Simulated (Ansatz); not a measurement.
**Property card for ScAl₂N₃**

These are results of DFT PBE, scalar-relativistic, plane waves, PAW (Ansatz 0.2.0), not measurements.

Plane waves to 420 eV, a k mesh through Γ of 12×12×12 on the computed 6-atom cell and Gaussian smearing (0.10 eV); no spin polarisation.

The structure is relaxed at this level of theory with its symmetry kept, and needn't be the ground state of this composition.

```
Sc Al N
1.0
     2.80807    1.62124    3.18968
    -2.80807    1.62124    3.18968
     0.00000   -3.24247    3.18968
Sc Al N
1 2 3
Direct
  0.00000 0.00000 0.00000
  0.25830 0.25830 0.25830
  0.74170 0.74170 0.74170
  0.00000 0.50000 0.00000
  0.00000 0.00000 0.50000
  0.50000 0.00000 0.00000
```

```json
{
 "Space group": "R-3m (No. 166)",
 "Volume per atom": "14.52 Å³",
 "Formation energy from the elements' standard states (uncorrected)": "-0.351 eV/atom",
 "Kohn–Sham band gap": "none (metal)",
 "Density of states at the Fermi level": "2.1 states/eV per cell",
 "Orbital (Löwdin) character within 0.5 eV of the Fermi level": "N 2p 70 %, Al 3p 11 %, Sc 3d 8 %",
 "Bader charge by site (e)": "Sc (1 in the cell) 1.83, Al (2 in the cell) 2.18, N (3 in the cell) -2.06"
}
```

The cell was found from a structure generator's guess, not taken from experiment. Löwdin shares on free-atom orbitals overweight diffuse shells.
